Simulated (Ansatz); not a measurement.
### Question
Name crystals whose computed values (DFT-LDA in the program Ansatz with PAW potentials) fall in these windows: B₀ by P(V) fit (GPa) 75 to 100; G_Hill (GPa) 33 to 45; highest Γ mode, no LO–TO term (cm⁻¹) 160 to 210.

### Answer


| crystal | B₀ by P(V) fit (GPa) | G_Hill (GPa) | highest Γ mode, no LO–TO term (cm⁻¹) |
|---|---|---|---|
| AlAs, rock salt | 90.9 | 40.1 | 195 |
Others may fit too.

Not the usual ambient phase: AlAs, rock salt. The cell was relaxed under the symmetry of its start. Spin–orbit coupling is left out wherever it is not named.

Potentials: the later of the program's two PAW sets.
